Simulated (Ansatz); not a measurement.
ZrGeS (space group P4/nmm)

```yaml
crystal:
  lattice:
    - [3.60190, 0.00000, 0.00000]
    - [0.00000, 3.60190, 0.00000]
    - [0.00000, 0.00000, 7.98791]
  atoms:
    - { symbol: Zr, position: [0.00000, 0.50000, 0.72348] }
    - { symbol: Zr, position: [0.50000, 0.00000, 0.27652] }
    - { symbol: Ge, position: [0.50000, 0.50000, 0.00000] }
    - { symbol: Ge, position: [0.00000, 0.00000, 0.00000] }
    - { symbol: S, position: [0.00000, 0.50000, 0.37969] }
    - { symbol: S, position: [0.50000, 0.00000, 0.62031] }
```

Two coordinates are scanned: the volume, and the ratio of the stretch along z (the conventional c axis) to the stretch across it. Atoms keep their fractional coordinates.

Calculation: PBEsol (plane waves to 420 eV, PAW, scalar-relativistic; Ansatz, a first-principles code). k mesh 13×13×6 (Γ-centred), Fermi-Dirac smearing 0.05 eV. Stress and pressure are positive under compression. As the atoms are clamped, bonds stretch with the cell, which overstates energies and stresses. With partly filled bands, the response to shear is sensitive to the k mesh, so small differences along c/a are uncertain. ZrGeS is run without spin polarisation. ZrGeS was relaxed with its symmetry unable to fall.

At one point of the scan the stress tensor (GPa) is:

```
    8.0      0.0      0.0
    0.0      8.0      0.0
    0.0      0.0      2.2
```

Question: Which point is it?
(A) V/V₀ = 0.960, (c/a)/(c/a)₀ = 1.027
(B) V/V₀ = 0.973, (c/a)/(c/a)₀ = 1.053
(C) V/V₀ = 0.960, (c/a)/(c/a)₀ = 1.053
(D) V/V₀ = 1.027, (c/a)/(c/a)₀ = 1.080

Answer: A, V/V₀ = 0.960, (c/a)/(c/a)₀ = 1.027

(A scan under strain: stresses follow from slopes of the energy per volume, elastic moduli from its curvatures.)
